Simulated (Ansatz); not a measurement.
Co at a changed volume — contact hyperfine fields

Cell: a structure deposited in the COD, relaxed with PBE at fixed cell and then changed (volume scaled by 1.02, ions relaxed).

```
Co
1.0
     2.52199    0.00000    0.00000
    -1.26100    2.18411    0.00000
     0.00000    0.00000    4.11638
Co
2
Direct
  0.33333 0.66667 0.25000
  0.66667 0.33333 0.75000
```

Atom numbers follow the list; atoms alike are taken as one site, whose name carries the number of the first.

The numbers come from a DFT calculation in Ansatz (PBE, plane waves and PAW, scalar-relativistic, collinear spin, 420 eV cutoff, Γ-centred 21×21×11 k-points, Fermi–Dirac smearing 0.05 eV). Start moments as typed (μB): 2 on each Co.

B_c = (2μ₀/3)μB(ρ↑ − ρ↓), with the spin density averaged over the Thomson radius around the nucleus, 7.77 T per e/Å³, positive along the up direction of the run. The valence column is what the valence and semicore waves of the PAW files give as listed; the rest comes from solving these waves and the inner shells again in each spin's potential.

Q: What moments and contact fields does each site carry?

A: The cell's net moment is 3.31 μB; the site moments, counted in spheres around the atoms, add up to 3.47 μB, and the difference lies between the spheres. One atom of each set is listed.

```
site  atom  m (μB)  B_c (T)  valence column (T)  rest (T)
  Co     1    1.74    -26.1                 9.2     -35.3
```

On Co the field amounts to -15.0 T per μB of the site's moment: core polarisation sets it against the moment.

At this changed cell the PBE pressure is -8 GPa. The run finds no gap above 0.1 eV, so moments and fields hang on the k-mesh and the smearing. Semilocal functionals underestimate the core's part of the field; in a metal the conduction electrons' part and a positive orbital field can offset that, so a measured field can be larger or smaller. Orbital and dipolar fields are left out.

The relaxation (1 step) took 22 s of wall time (20 s of CPU time) and 0.64 GiB at its peak, on 1 thread of Intel Xeon Platinum 8375C CPU @ 2.90GHz (Ice Lake) (x86_64; 16 cores open to the job, memory cap 3.0 GiB, no GPU), a shared host with a load of 0.6 a core.
